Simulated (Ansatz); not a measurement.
Given:

Zn (hcp, Mg type)

```
CELL_PARAMETERS angstrom
      5.29343     0.00000     0.00000
     -1.32336     2.29212     0.00000
      0.00000     0.00000     4.67807
ATOMIC_POSITIONS crystal
  Zn 0.16667 0.66667 0.75000
  Zn 0.66667 0.66667 0.75000
  Zn 0.33333 0.33333 0.25000
  Zn 0.83333 0.33333 0.25000
```

A phonon eigenvector at M = (0.5, 0.0, 0.0) is frozen into this cell: atom i moves by Q times the vector below, so Q is the largest atomic displacement, in Å. The cell is held. (q is in reciprocal vectors of the primitive cell; the cell shown is doubled to hold the pattern.)

| atom | x | y | z |
|---|---|---|---|
| Zn1 | 0.866 | 0.500 | 0.000 |
| Zn2 | -0.866 | -0.500 | 0.000 |
| Zn3 | 0.866 | 0.500 | 0.000 |
| Zn4 | -0.866 | -0.500 | 0.000 |

All values below come from r2SCAN (plane waves to 500 eV, PAW, scalar-relativistic; Ansatz, a program for electronic structure). k mesh 10×20×10 (Γ-centred), Fermi-Dirac smearing 0.05 eV. The energy includes the smearing's −TS. With partly filled bands, energies and forces of such displacements shift with the k mesh and the smearing. The PAW data are Ansatz's earlier set. Zn was relaxed with its symmetry unable to fall. The zero of ΔE is the undisplaced structure.

The scan covers Q from -0.180 to 0.180 Å in 13 points.

Q: Which space group does the distorted structure have?

A: Pmma (No. 51), lowered from P6_3/mmc.

Q: What is the energy change at Q = 0.180 Å?

A: 787 meV/cell.

Q: What harmonic wavenumber does the curvature at Q = 0 give?

A: 216 cm⁻¹.

(For displaced atoms, the force is minus the slope of the energy, and its curvature is a force constant, which sets phonon frequencies.)
